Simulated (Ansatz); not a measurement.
Consider the following.

ZrGeSe:
```xyz
6
Lattice="3.7207 0.0000 0.0000 0.0000 3.7207 0.0000 0.0000 0.0000 8.3570" Properties=species:S:1:pos:R:3 pbc="T T T"
Zr     0.0000     1.8603     6.1750
Zr     1.8603     0.0000     2.1819
Ge     0.0000     0.0000     0.0000
Ge     1.8603     1.8603     0.0000
Se     1.8603     0.0000     5.2038
Se     0.0000     1.8603     3.1532
```

This is the r²SCAN-relaxed structure.

Question: All from plane-wave PAW r²SCAN (Ansatz code), unless another level is named. Give the electronic character.

Answer: metallic (no gap).

Question: Give the formation energy from the elements (no fitted shifts).

Answer: -1.18 eV/atom.

Question: Predict the density of states at the Fermi level.

Answer: 0.04 states/eV per atom (mean over ±0.08 eV).

Space group P4/nmm. The workflow started from a Materials Project entry (that database holds measured and hypothetical structures alike); the Crystallography Open Database files this formula in space group No. 129, but the cells were not matched. Its standing as an ambient phase is unchecked. The cell was relaxed with r²SCAN under the symmetry of its start; its stability against distortions is not shown here. No spin polarisation was allowed. A small band overlap can be real or an error of a semilocal functional. The references are the lowest solids computed at this level, not always the standard phases. Spin–orbit coupling is left out wherever it is not named.

Potentials: the earlier of the program's two PAW sets.
